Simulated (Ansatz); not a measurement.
## Equation of state of selenium, bcc

Computed with DFT, BLYP, plane waves (420 eV) with PAW, scalar-relativistic in Ansatz. The PAW files were generated under PBE, with cores re-solved for the functional.

The cell is scaled uniformly from the relaxed one, with fractional coordinates and shape fixed. Energies are extrapolated to zero smearing, pressures are those at the given smearing. Magnetic state: spin not included.

```json
{"V (Å³/atom)": "19.968", "E − E₀ (meV/atom)": "71.9", "P (GPa)": "9.52"}
{"V (Å³/atom)": "20.876", "E − E₀ (meV/atom)": "29.6", "P (GPa)": "5.65"}
{"V (Å³/atom)": "21.783", "E − E₀ (meV/atom)": "6.9", "P (GPa)": "2.57"}
{"V (Å³/atom)": "22.691", "E − E₀ (meV/atom)": "0.0", "P (GPa)": "0.13"}
{"V (Å³/atom)": "23.599", "E − E₀ (meV/atom)": "5.5", "P (GPa)": "-1.81"}
{"V (Å³/atom)": "24.506", "E − E₀ (meV/atom)": "21.0", "P (GPa)": "-3.35"}
{"V (Å³/atom)": "25.414", "E − E₀ (meV/atom)": "44.3", "P (GPa)": "-4.55"}
```

Q: Fit a third-order Birch-Murnaghan equation.

A: V₀ = 22.71 Å³/atom, B₀ = 55 GPa, B₀′ = 4.7.
